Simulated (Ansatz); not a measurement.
Given:

Ag:
```yaml
crystal:
  lattice:
    - [2.84141, 0.00000, 0.00000]
    - [-1.42071, 2.46074, 0.00000]
    - [0.00000, 0.00000, 2.78192]
  atoms:
    - { symbol: Ag, position: [0.00000, 0.00000, 0.00000] }
```

This is the PBE-relaxed structure.

Question: All from plane-wave PAW PBE (Ansatz code), unless another level is named. Estimate the density of states at the Fermi level.

Answer: 0.28 states/eV per atom (mean over ±0.08 eV).

Question: Give the gap with spin–orbit coupling.

Answer: none (metallic).

Space group P6/mmm (simple hexagonal). The start of the workflow was typed in or built on a structure type; neither database checked (COD, Materials Project) lists it. It is not the phase usual at ambient conditions (space group No. 225). Symmetry was held in the PBE relaxation; its stability against distortions is not shown here. No spin polarisation was allowed. Scalar-relativistic: spin–orbit coupling is off unless named, which matters more the heavier the elements.

Potentials: the earlier of the program's two PAW sets.
